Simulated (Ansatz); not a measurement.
# Calculated quadrupolar parameters for Sc4Ti3O12

The cell is a Materials Project structure (computed, not necessarily an observed phase), taken as it stands.

```yaml
crystal:
  lattice:
    - [5.92917, 0.00000, 0.00000]
    - [-0.94016, 5.98307, 0.00000]
    - [-1.00260, -1.11810, 5.89127]
  atoms:
    - { symbol: Sc, position: [0.30236, 0.61541, 0.13435] }
    - { symbol: Sc, position: [0.85696, 0.68027, 0.39139] }
    - { symbol: Sc, position: [0.39343, 0.86066, 0.68470] }
    - { symbol: Sc, position: [0.69390, 0.38768, 0.86841] }
    - { symbol: Ti, position: [0.00244, 0.99592, 0.99004] }
    - { symbol: Ti, position: [0.14350, 0.32501, 0.60901] }
    - { symbol: Ti, position: [0.61485, 0.14293, 0.31713] }
    - { symbol: O, position: [0.93991, 0.10664, 0.32003] }
    - { symbol: O, position: [0.32294, 0.97116, 0.10488] }
    - { symbol: O, position: [0.08967, 0.31136, 0.92214] }
    - { symbol: O, position: [0.04756, 0.89686, 0.69184] }
    - { symbol: O, position: [0.68809, 0.04933, 0.91187] }
    - { symbol: O, position: [0.92489, 0.68881, 0.06072] }
    - { symbol: O, position: [0.41618, 0.57547, 0.82234] }
    - { symbol: O, position: [0.81897, 0.40399, 0.57564] }
    - { symbol: O, position: [0.57695, 0.83431, 0.41314] }
    - { symbol: O, position: [0.57923, 0.40861, 0.18800] }
    - { symbol: O, position: [0.18169, 0.56137, 0.42893] }
    - { symbol: O, position: [0.40647, 0.18419, 0.56545] }
```

Atoms are numbered from 1 in the order listed; like atoms form one site, named after its first atom.

Method: Kohn–Sham DFT in Ansatz, PBE, plane waves and PAW, scalar-relativistic, 420 eV cutoff, Γ-centred 4×4×4 k-points, Fermi–Dirac smearing 0.02 eV.

V_zz is the principal component of the electric field gradient with the largest magnitude, η = (V_xx − V_yy)/V_zz and C_Q = eQV_zz/h.

⁴⁵Sc: I = 7/2, Q = -220.0 mb; ⁴⁷Ti: I = 5/2, Q = 302.0 mb; ¹⁷O: I = 5/2, Q = -25.58 mb. Quadrupole moments are those of Pyykkö's year-2017 table.

Problem. Which values are expected at the nuclei?

Solution. 

```tsv
site	atoms (order as listed)	first shell	V_xx, V_yy, V_zz (10²¹ V/m²)	η	C_Q (MHz)
Sc1	1	7 O at 2.09–2.33 Å	-0.099, -3.02, 3.12	0.94	-16.6
Sc2	2	6 O at 2.04–2.19 Å	-1.00, -3.20, 4.20	0.52	-22.4
Sc3	3	6 O at 2.05–2.25 Å	-0.79, -2.72, 3.51	0.55	-18.7
Sc4	4	7 O at 2.05–2.44 Å	-0.61, -3.03, 3.64	0.67	-19.4
Ti5	5	6 O at 1.89–2.12 Å	-0.36, -4.12, 4.48	0.84	32.7
Ti6	6	6 O at 1.93–2.13 Å	-1.77, -4.04, 5.81	0.39	42.4
Ti7	7	6 O at 1.92–2.11 Å	-3.20, -4.61, 7.81	0.18	57.0
O8	8	3 Ti at 1.97–2.12 Å; also 1 Sc at 2.67 Å	0.36, 1.78, -2.14	0.66	1.32
O9	9	2 Ti at 1.95–2.01 Å, 1 Sc at 2.18 Å; also 1 Sc at 2.66 Å	-0.31, -1.96, 2.26	0.73	-1.40
O10	10	2 Ti at 1.99–2.02 Å, 2 Sc at 2.16–2.44 Å	-1.28, -1.54, 2.83	0.09	-1.75
O11	11	1 Ti at 1.89 Å, 2 Sc at 2.10–2.11 Å; also 1 Ti at 2.71 Å	0.50, 0.57, -1.07	0.06	0.662
O12	12	1 Ti at 1.94 Å, 2 Sc at 2.09–2.10 Å; also 1 Ti at 2.56 Å	0.10, 1.14, -1.25	0.83	0.772
O13	13	1 Ti at 1.98 Å, 3 Sc at 2.12–2.33 Å	0.34, 0.74, -1.08	0.37	0.666
O14	14	3 Sc at 2.05–2.15 Å, 1 Ti at 2.13 Å	0.19, 2.24, -2.43	0.84	1.50
O15	15	2 Ti at 2.04–2.11 Å, 2 Sc at 2.05–2.16 Å	0.078, 2.02, -2.10	0.93	1.30
O16	16	1 Ti at 2.03 Å, 3 Sc at 2.04–2.24 Å	0.11, 1.74, -1.84	0.89	1.14
O17	17	1 Ti at 1.92 Å, 3 Sc at 2.15–2.23 Å	0.60, 1.47, -2.08	0.42	1.29
O18	18	1 Ti at 1.94 Å, 3 Sc at 2.09–2.25 Å	-0.66, -2.44, 3.10	0.57	-1.92
O19	19	2 Ti at 1.93–2.11 Å, 2 Sc at 2.19–2.33 Å	0.028, 3.14, -3.17	0.98	1.96
```

At O8 V_zz stands upright on the plane through its three neighbours (within 12°). At O18 V_zz points along its shortest bond, to Ti (within 3°).

Where η is near 1 the sign of V_zz means little.

The run took 2 min of wall time (2 min of CPU time) and 0.77 GiB at its peak, on 1 thread of Arm Neoverse V1 (aarch64; 8 cores open to the job, memory cap 2.5 GiB, no GPU), a shared host with a load of 0.3 a core.
